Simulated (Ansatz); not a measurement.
Piezoelectric tensor of AlGa$_{3}$As$_{4}$

Level of theory: DFT PBE, scalar-relativistic, plane waves, PAW (Ansatz 0.2.0). Cutoff 420 eV, 10×10×10 k-points (Γ-centred), fixed occupations. No spin polarisation.

Relaxed structure:
```xyz
8
Lattice="-2.8708 2.8708 5.7416 2.8708 -2.8708 5.7416 2.8708 2.8708 -5.7416" Properties=species:S:1:pos:R:3 pbc="T T T"
Al    0.0000    0.0000    5.7416
Ga    0.0000    0.0000    0.0000
Ga    2.8708    0.0000    2.8708
Ga    0.0000    2.8708    2.8708
As    1.4321    1.4321    7.1729
As    1.4387    1.4387    1.4314
As    1.4321   -1.4321    4.3102
As   -1.4321    1.4321    4.3102
```

The cell was found from a structure generator's guess, not taken from experiment.

Q: Give the relaxed-ion proper piezoelectric stress tensor e_iJ (C/m², Voigt columns xx yy zz yz xz xy).

A:
```
x    0.000  0.000  0.000 -0.264  0.000  0.000
y    0.000  0.000  0.000  0.000 -0.264  0.000
z    0.000  0.000  0.000  0.000  0.000 -0.261
```
Signs follow the orientation of the cell as given.

Q: With the elastic constants (GPa, Voigt order)
C11 = 100.4, C12 = 43.4, C13 = 43.4, C22 = 100.4, C23 = 43.4, C33 = 100.4, C44 = 51.2, C55 = 51.2, C66 = 51.2 GPa; the others vanish.
find the strain coefficients d = e·C⁻¹ (pC/N).

A:
```
x    0.0  0.0  0.0 -5.1  0.0  0.0
y    0.0  0.0  0.0  0.0 -5.1  0.0
z    0.0  0.0  0.0  0.0  0.0 -5.1
```
